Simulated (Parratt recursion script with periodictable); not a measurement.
## How much of the 13.5 nm reflection of a Si/Y multilayer on Si survives under a film?

| layer, from the top | thickness (Å) | density (g/cm³) | rms roughness of its top face (Å) | δ at 13.5 nm | β at 13.5 nm |
|---|---|---|---|---|---|
| Si (in each period) | 34.4 | 2.313 | 0 | 9.927 × 10⁻⁴ | 0.001813 |
| Y (in each period) | 34.4 | 4.371 | 0 | 0.02576 | 0.002238 |
| Si (substrate) | – | 2.313 | 0 | 9.927 × 10⁻⁴ | 0.001813 |

The refractive index is n = 1 − δ + iβ; the runs take δ and β at each wavelength of the scan. Vacuum lies above.

Densities are inputs, not measurements. They were set from computed cells of the Materials Project: Si from entry mp-149 (Fd-3m, 2.313 g/cm³); Y from entry mp-112 (P6₃/mmc, 4.371 g/cm³); ZrB2 from entry mp-1472 (P6/mmm, 6.071 g/cm³). A layer's crystal structure does not enter its constants, only its composition and density.

Method: EUV and soft X-ray reflectivity, Parratt recursion, Névot-Croce roughness, Henke tables (Parratt recursion script with periodictable 1.7.1).

Light falls at α = 5° from the surface normal. R is the mean of s and p polarisation. The wavelength is scanned from 12.42 to 14.58 nm in 161 evenly spaced points, without smoothing. R at 13.5 nm is the value at the middle scan point.

The pair is repeated 60 times. A second run adds one film on top, with a smooth surface.

| film | thickness d (Å) | density (g/cm³) | δ at 13.5 nm | β at 13.5 nm | R at 13.5 nm (%) |
|---|---|---|---|---|---|
| none | – | – | – | – | 50.9 |
| ZrB2 | 400 | 6.071 | 0.04668 | 0.004855 | ? |

Question: Estimate R at 13.5 nm under 400 Å of ZrB2.

Answer: Light crosses the film twice, so the mirror's amplitude R₀^½ falls to a = R₀^½ exp[−4πβ(1 − δ)d/(λc)], with λ = 135 Å and c = [(1 − δ)² − sin²α]^½ (sin²α = 0.0076). The film surface reflects an amplitude of about f = |(1 − n)/(1 + n)|, the value for a smooth face at normal incidence, whose phase against a this estimate leaves open. Reflection at the film's lower face is left out.

For ZrB2: c = 0.9493, exponent 4πβ(1 − δ)d/(λc) = 0.182, a = 0.595, a² = 35.4 %; f = 0.024. With f in or out of phase, (a ± f)² spans 32.6 to 38.3 %.

The run gave 37.2 %, 1.05 times a² and inside that span.
